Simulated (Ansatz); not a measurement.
# Be₅Au: computed property card

Be5Au:
Space group F-43m (No. 216); a = b = c = 6.097 Å, α = β = γ = 90.00°

| atom | site | symmetry | x | y | z |
|---|---|---|---|---|---|
| Be | 16e | .3m | 0.6247 | 0.6247 | 0.6247 |
| Be | 4c | -43m | 0.2500 | 0.2500 | 0.2500 |
| Au | 4a | -43m | 0.0000 | 0.0000 | 0.0000 |
(The calculation used a cell of 6 atoms; values per cell refer to that cell.)

Space group F-43m (No. 216); conventional cell a = b = c = 6.097 Å, α = β = γ = 90.00°.

Method: the program Ansatz at the r²SCAN level (PAW). Geometry: relaxed at this level of theory. Other levels are named where they apply.

**Cell and energy**

```yaml
volume_per_atom: 9.44 Å³
density: 7.09 g/cm³
Formation energy from the elements (no fitted shifts): -0.093 eV/atom
```

**Electronic structure**

```yaml
electronic_character: metallic (no gap)
Density of states at the Fermi level: 0.15 states/eV per atom (mean over ±0.08 eV)
```

The workflow started from a Materials Project entry (that database holds measured and hypothetical structures alike); the Crystallography Open Database files this formula in space group No. 216, but the cells were not matched. Whether it is the stable phase at ambient conditions was not checked. The cell was relaxed with r²SCAN under the symmetry of its start; its stability against distortions is not shown here. The references are the lowest solids computed at this level, not always the standard phases. Spin–orbit coupling is left out wherever it is not named.

Potentials: the later of the program's two PAW sets.
